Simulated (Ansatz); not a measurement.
## Mo$_{2}$C: from a starting cell to a relaxed one

The start is a relaxed Mo2C cell displaced along its unstable phonon at q = Γ (201i cm⁻¹), largest move 0.15 Å. Cell shape, volume and atoms are optimised at zero target pressure with PBEsol (plane waves to 420 eV, PAW, scalar-relativistic; Ansatz, a quantum-chemistry and plane-wave program). The first steps use a coarse 8×8×5 k-mesh.

Input geometry:
```
Mo2C
1.0
    4.49148     0.00000     0.00000
   -2.24574     3.88973     0.00000
    0.00000     0.00000     6.21451
C Mo
3 6
Direct
  0.53340   0.00000   0.00000
  0.46660   0.46660   0.33333
  0.00000   0.53340   0.66667
  0.17242   0.35102   0.99942
  0.82758   0.17860   0.33391
  0.64898   0.82140   0.66609
  0.82140   0.64898   0.00058
  0.17860   0.82758   0.33276
  0.35102   0.17242   0.66724
```

Question: How does the volume per atom move from start to end?

Answer: +2.1 %, from 12.06 to 12.32 Å³/atom.

Question: Does it find its way back to the structure it was made from?

Answer: It does not go back: it reaches P3₂21 (No. 154), 0.62 eV/atom below the parent.

Question: How do the shortest distances between atoms change?

Answer: The closest pairs of elements (up to four, under 3.6 Å), start → end: C–Mo 2.37 → 2.06 Å; Mo–Mo 2.47 → 2.59 Å; C–C 3.07 → 3.24 Å.

Question: Give the final cell and atomic positions.

Answer: 
```cif
data_C3Mo6
_chemical_formula_sum 'C3 Mo6'
_space_group_name_H-M_alt 'P3221'
_space_group_IT_number 154
_space_group_name_Hall 'P 32 2"'
_cell_length_a 4.81310
_cell_length_b 4.81310
_cell_length_c 5.52635
_cell_angle_alpha 90.000
_cell_angle_beta 90.000
_cell_angle_gamma 120.000
loop_
_atom_site_label
_atom_site_type_symbol
_atom_site_symmetry_multiplicity
_atom_site_Wyckoff_symbol
_atom_site_fract_x
_atom_site_fract_y
_atom_site_fract_z
_atom_site_occupancy
C1 C 3 a 0.36260 0.36260 0.00000 1
Mo1 Mo 6 c 0.37634 0.08979 0.41062 1
```

Final values are on a 11×11×9 k-mesh of the relaxed cell. No spin polarisation in the result.

The run could not lose the symmetry of its start, so the end can be a saddle point.

The relaxed structure here is a generated cell of Mo2C: the first start was made by placing the elements on the sites of a structure type, and the end was not matched to a known phase here, so it may be hypothetical.
